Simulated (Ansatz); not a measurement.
# Ti: from a starting cell to a relaxed one

The start is a randomly generated symmetric cell of Ti (space group No. 139). A full variable-cell relaxation at zero pressure is run with r2SCAN (plane waves to 500 eV, PAW, scalar-relativistic; Ansatz, a first-principles code). The first steps use a coarse 19×19×19 k-mesh.

Initial structure:
```
CELL_PARAMETERS angstrom
     -1.18270     1.18270     3.68250
      1.18270    -1.18270     3.68250
      1.18270     1.18270    -3.68250
ATOMIC_POSITIONS crystal
  Ti 0.00000 0.00000 0.00000
```

* **Outcome**: The space group goes from I4/mmm (No. 139) to Fm-3m (No. 225); the end is fcc (Cu type), with 1 atom in the primitive cell
* **Energy released**: about 1.4 eV/atom
* **Shortest distances (start → end)**: The closest pairs of elements (up to four, under 3.6 Å), start → end: Ti–Ti 2.37 → 2.91 Å
* **Band gap at the end**: zero (metallic)
* **Optimiser moves**: 18

Final values are on a 19×19×19 k-mesh of the relaxed cell. The start holds a very short contact (Ti–Ti 2.37 Å). No spin polarisation in the result.

The run could not lose the symmetry of its start: the end is stationary, and may be a saddle point rather than a minimum.

The relaxed structure here is a generated cell of Ti: the first start was made by a random draw of sites in a space group, and the end was not matched to a known phase here, so it may be hypothetical. Known forms of Ti include space group No. 194.
